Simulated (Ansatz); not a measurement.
## Turning moments in Co

Co is taken as a test cell of our own (not relaxed), 2 atoms in the cell.

```
Co
1.0
     2.50279    0.00000    0.00000
    -1.25140    2.16748    0.00000
     0.00000    0.00000    4.06217
Co
2
Direct
  0.33333 0.66667 0.25000
  0.66667 0.33333 0.75000
```

Atoms are numbered from 1 in the order listed.

Theory: DFT, PBE, PAW (an earlier, harder data set), plane waves, scalar-relativistic in Ansatz.

| Setting | Value |
| --- | --- |
| Plane-wave cutoff | 900 eV |
| k-point mesh | 4×4×2 (Γ-centred) |
| Occupations | Gaussian smearing, 0.1 eV |

The mesh is coarse, so energy differences (and at times their sign) aren't converged.

Spins are non-collinear; moments are vectors (x, y, z) in μB. Without spin–orbit coupling a common rotation of all moments costs nothing, so only their relative directions matter.

The default search lets the program follow hints of a lower state (another filling of open shells, a soft direction), where it sees any. With a search on, the program may also reshape the start on open shells.

A converged state need not be the lowest one of the cell; “lowest” counts the 2 runs made.

| starting vectors | settings | outcome | final moments | F − F(lowest) (meV/atom) |
| --- | --- | --- | --- | --- |
| Co1 (1.78, 0.00, 0.30), Co2 (-1.78, 0.00, 0.30) | default search for lower states | converged in 30 iterations | site vectors not recorded: net moment 3.37 μB, absolute moment 3.63 μB | 0.0 |
| Co1 (0.00, 0.00, 1.80), Co2 (0.00, 0.00, 1.80) | default search for lower states | converged in 12 iterations | site vectors not recorded: net moment 3.37 μB, absolute moment 3.63 μB | 0.0 |

All converged runs end at the same energy, within 0.2 meV/atom.
